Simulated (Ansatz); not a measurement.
LiInPt: enthalpy against pressure

LiInPt, P-6m2, a = 4.377 Å, c = 2.845 Å. The structure is a Materials Project entry; whether it is the stable form wasn't checked. Ansatz: PBEsol, PAW, 420 eV, Γ-centred 12×12×14 mesh on 3 atoms, Gaussian smearing 0.10 eV; no spin polarisation. Cell and atoms are relaxed at each pressure, and no other structure is tried, so the rows at high pressure may lie past a change of phase. y is the enthalpy over the state at zero pressure; there V0 = 15.738 Å³/atom. The pressures are the targets, met within 0.02 GPa.

```
P (GPa) y (eV/atom)
   -2.0      -0.1982
    0.0       0.0000
    2.0       0.1947
    5.0            ?
   10.0       0.9441
   20.0       1.8296
   40.0       3.4808
```

**Question.** Fit y = c1 P + c2 P² + c3 P³ to the other rows, say what c1 and c2 mean, and predict the missing value.

**Answer.** Least squares on the rows shown. y = 0.097976 P − 0.00037677 P² + 2.5723×10⁻⁶ P³. Since dH/dP = V, c1 is V0: 0.097976 eV/GPa × 160.2 = 15.696 Å³ against 15.738; c2 = −V0/(2B0) gives B0 = 130 GPa, where a Birch–Murnaghan fit to the volumes of the same runs (not shown) gives 111 GPa: a cubic over this range folds the higher terms into c2. At P = 5.0 the fit asked for gives 0.4808 eV/atom. The run gave 0.4808 eV/atom, the same to the digits shown.

The mesh isn't the same in all rows (12×12×14, 12×12×16). Spin–orbit coupling is left out, which can shift energies with elements as heavy as these.